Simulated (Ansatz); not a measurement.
CoC:
```
CELL_PARAMETERS angstrom
      0.00000     2.11520     2.11520
      2.11520     0.00000     2.11520
      2.11520     2.11520     0.00000
ATOMIC_POSITIONS crystal
  Co 0.00000 0.00000 0.00000
  C  0.25000 0.25000 0.25000
```

Relaxed with r²SCAN.

### Question
Map the electron localisation function on the plane through (0.000, 0.000, 0.000) spanned by u = [1, 0, 0] and v = [-1, 1, 1] in lattice vectors, from r²SCAN in the plane-wave PAW code Ansatz.

### Answer
x is the fraction of u, y of v (the angle between them is 90°; rows are the nearest grid lines); atoms in the plane: Co at (0.00, 0.00), C at (0.50, 0.25).
```
|99642235653224699|
|88532123432123588|
|65421012221012456|
|44210011111001244|
|32110111111101123|
|21111111111111112|
|11111111111111111|
|11111111111111111|
|00000111211100000|
|00001123332110000|
|00001245554210000|
|00013567776531000|
|00135789998753100|
|01257888888875210|
|11368875457886311|
|12478851015887421|
|22369950005996322|
|32248984148984223|
|44336998789963344|
|65333699999633356|
|87533368886333578|
|99642235653224699|
```
Scale: ten equal steps from 0.014 (start of '0') to 0.807 (end of '9'), in the order '0123456789'; x runs from 0.000 to 1.00, y from 0.000 (bottom) to 1.00 (top).

The density is the valence pseudo-density with augmentation charge, so density and ELF within about 1 Å of a nucleus are not all-electron values.

Space group F-43m (zinc blende). The start of the workflow was typed in or built on a structure type; neither database checked (COD, Materials Project) lists it. Whether it is the stable phase at ambient conditions was not checked. The r²SCAN relaxation kept the symmetry of its start; its stability against distortions is not shown here. The workflow began spin-polarised and lost its moments. The volume moved by 60 % from the start of the relaxation. Its formation energy is positive at this level, so the cell may be metastable or incomplete.

Potentials: the earlier of the program's two PAW sets. The files were generated under PBE; for other functionals the program regenerates the frozen cores, and for LDA and PBEsol the local potential too.
